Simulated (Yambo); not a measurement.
Yambo run on BaO (NiAs type, space group P6_3/mmc, No. 194). The wavefunctions are PBEsol (pw.x of Quantum ESPRESSO, ONCV potentials, with spin-orbit coupling) ones on a 3×3×2 mesh (32 occupied bands); a = 3.743 Å, b = 3.743 Å, c = 6.533 Å, α = 90.00°, β = 90.00°, γ = 120.00°.

Yambo input:

```
rim_cut
gw0
dyson
el_el_corr
HF_and_locXC
ppa
em1d
RandQpts= 1000000
RandGvec= 1 Ry
EXXRLvcs= 84 Ry
VXCRLvcs= 336 Ry
Chimod= "HARTREE"
% BndsRnXp
 1 | 244 |
%
NGsBlkXp= 3 Ry
% LongDrXp
 1.0 | 1.0 | 1.0 |
%
PPAPntXp= 27.2114 eV
% GbndRnge
 1 | 244 |
%
GTermKind= "BG"
DysSolver= "n"
ExtendOut
% QPkrange
 3 | 3 | 32 | 33 |
 6 | 6 | 32 | 32 |
%
```

k points by index: 3 = (0, 0.333, 0), 6 = H.

Table of the .qp output:

```
#    K-point    Band    Eo [eV]    E [eV]    E-Eo [eV]    Vxc [eV]    Vnlxc [eV]    Sc|Eo [eV]    Sc|E [eV]    dSc/dw|Eo [eV]    Re(Z)    Im(Z)
#
    3    32    -0.153411    -0.631051    -0.477639    -18.57929    -23.39530    4.210559    4.338369    -7.279268    0.788947    -0.001426
    3    33    2.700343    3.300595    0.600252    -9.546465    -5.013158    -3.822845    -3.933056    -4.995419    0.844894    -0.979720E-3
    6    32    0.000000    -0.504603    -0.504603    -18.63755    -23.42929    4.154821    4.287142    -7.133650    0.792292    -0.001392
```
(The two width columns are left out.) Convergence of these settings isn't established.

Geometry relaxed with PBEsol.

This is not the ordinary phase of the substance; no match was found in the copy of COD used, and its stability was not checked.
